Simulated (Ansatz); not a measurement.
According to PBE in the plane-wave PAW code Ansatz, BAs in the cubic phase (Pm-3n; B on 6c, As on 6d) relaxes to a = 5.922 Å. Its formation energy from the elements is 0.23 eV/atom, with no fitted shifts.

The Kohn–Sham gap is 0.57 eV (indirect). The valence maximum lies at Γ and the conduction minimum on the Γ–X line, 83 % of the way from Γ (6 equivalent valleys). Gap from PBE with spin–orbit coupling: 0.52 eV. The electron mass is 0.34, 0.34, 0.67 mₑ (principal values).

The bulk modulus is 99.0 GPa.

The start of the workflow was typed in or built on a structure type; neither database checked (COD, Materials Project) lists it. It is not the phase usual at ambient conditions (space group No. 216). Symmetry was held in the PBE relaxation; whether a distortion lowers the energy is not shown. Its formation energy is positive at this level, so the cell may be metastable or incomplete. The references are the lowest solids computed at this level, not always the standard phases. Scalar-relativistic: spin–orbit coupling is off unless named, which matters more the heavier the elements.

Potentials: the earlier of the program's two PAW sets.
